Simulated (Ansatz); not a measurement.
Input and command of a plane-wave DFT calculation in Ansatz:

```yaml
crystal:
  lattice:
    - [0.0, 2.8418115899, 2.8418115899]
    - [2.8418115899, 0.0, 2.8418115899]
    - [2.8418115899, 2.8418115899, 0.0]
  atoms:
    - { symbol: W, position: [0.0, 0.0, 0.0], spin: 0.92 }
    - { symbol: Se, position: [0.25, 0.25, 0.25] }
basis:
  ecutwfc: 420
kpoints:
  mp_grid: { grid: [12, 12, 12] }
hamiltonian:
  xc: pbe
scf:
  occupations: { method: gaussian, width: 0.1 }
output:
  forces: true
  stress: true
  eigenvalues: true
  populations: true
magnetization:
  spin_polarized: true
relax:
  adjacent_minimum: "off"
  f_tol: 0.01
  max_steps: 80
  cell: { stress_tol: 0.05 }
```

```bash
ansatz run input.yaml --threads 1 --pin off --max-ram 2560MiB --backend cpu --events-out ev --progress --plain --runs-dir out
```

Processor: Intel(R) Xeon(R) Processor @ 2.70GHz, 1 thread, on a host shared with other jobs.

**Question.** Estimate time, memory and problem size.

**Answer.** About 88 s on 1 thread of Intel(R) Xeon(R) Processor @ 2.70GHz, on a shared host, peak memory 0.48 GiB. It solves 20 bands at 72 k points (the mesh reduced by the symmetry that the task leaves, which can be less than the crystal's) with about 893 plane waves (on the last cell), in 29 SCF iterations over 4 ionic steps.
